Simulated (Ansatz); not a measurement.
In2Co3S2 in space group R-3m (No. 166; In on 3b, In on 3a, Co on 9d, S on 6c), plane-wave PAW PBEsol (Ansatz code), all energies at zero smearing, with the estimated change up to a 700 eV cutoff added, with one set of potentials and settings (totals compare only within such a set). Cell of 7 atoms (2 In, 3 Co, 2 S): -28102.384 eV.

```json
[
 {"element": "In", "reference phase": "I4/mmm, 1 atoms in the cell", "E (eV/atom)": "-5525.4106"},
 {"element": "Co", "reference phase": "P6_3/mmc, 2 atoms in the cell, spin-polarised", "E (eV/atom)": "-5092.9959"},
 {"element": "S", "reference phase": "Fddd, 32 atoms in the cell", "E (eV/atom)": "-884.8920"}
]
```

Formation energy per atom, worked out: (-28102.384 − 2×(-5525.4106) − 3×(-5092.9959) − 2×(-884.8920))/7 = -0.399 eV/atom (-38 kJ per mol of atoms), at 0 K, without zero-point energy or fitted corrections.

The first step of the workflow began from a Materials Project structure, measured or hypothetical; the Crystallography Open Database files this formula in space group No. 166, but the cells were not matched. Its standing as an ambient phase is unchecked. The cell was relaxed with PBEsol under the symmetry of its start; whether a distortion lowers the energy is not shown. The workflow began spin-polarised and lost its moments. The references are the lowest solids computed at this level, not always the standard phases.

Potentials: the later of the program's two PAW sets.
